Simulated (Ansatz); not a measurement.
Substitution series in the CsCl type structure

Screening note. All rows share the structure (CsCl type) and keep Co fixed, while the element on the remaining site is varied. Ratios to the reference expose how stiffness follows bond length.

The yardstick is FeCo.

### Data

Levels of theory (Ansatz, a plane-wave PAW program): bond length, volume per atom: PBEsol, relaxed cell; bulk modulus, shear modulus: PBEsol, elastic tensor, Hill average; gap: PBEsol.

Working rules: ln(d/d_ref), a natural logarithm; ln(K/K_ref), a natural logarithm; relative value = row/reference.

| crystal | shortest bond (Å) | V (Å³/atom) | K (GPa) | G (GPa) | gap (eV) | ln(d/d_ref) | ln(K/K_ref) | K (relative) |
|---|---|---|---|---|---|---|---|---|
| ScCo (CsCl type) | 2.660 | 14.49 | 133 | 59.6 | 0.00 | 0.092 | −0.499 | 0.61 |
| CoAl (CsCl type) | 2.445 | 11.25 | 193 | 120 | 0.00 | 0.008 | −0.126 | 0.88 |
| CoGa (CsCl type) | 2.459 | 11.45 | 201 | 74.7 | 0.00 | 0.014 | −0.086 | 0.92 |
| FeCo (CsCl type), reference | 2.425 | 10.98 | 219 | 101 | 0.00 | 0.000 | 0.000 | 1.00 |

Runs started from generated or typed cells of the structure named: CoAl; FeCo. Not checked to be the ambient phase: ScCo (CsCl type). Magnetic states: FeCo ferromagnetic, the lowest of the collinear orders tried. Magnetic at some levels of our runs and not at others: CoAl, CoGa. Run without spin polarisation: ScCo (CsCl type), CoAl, CoGa. No gap (0.00) means none at this level, which can close a small real gap. Spin–orbit coupling is left out unless named.

### Worked example

Worked for CoGa:

- ln(d/d_ref): ln(2.459/2.425) = 0.014
- ln(K/K_ref): ln(201/219) = −0.086
- relative bulk modulus: 201/219 = 0.92

### Result

Ranking by relative bulk modulus, highest first: FeCo (1.00 ± 0.050), CoGa (0.92 ± 0.046) ≈ CoAl (0.88 ± 0.044), ScCo (CsCl type) (0.61 ± 0.030). The ± follows from allowances picked for this note (bulk modulus 5 %), carried to first order and added in quadrature, each row's own inputs moving alone; ≈ joins neighbours closer than their two ± added in quadrature.

### Caveats

Members need not be the stable phase of their formula. Rows are a sample of the computed members of this series, without regard to agreement with measurement. Limits of the draw: no layered crystals, gaps over 0.2 eV where gaps are compared; for moduli and speeds, an anisotropy index under 2.5, no layered crystals. As a rule kept out of such tables: 4f compounds, open-shell compounds run without a Hubbard term, cells found unstable in the tests at hand, cells close to a higher symmetry, and runs set to a pressure or over 12 % in volume from the crystal's fullest run.
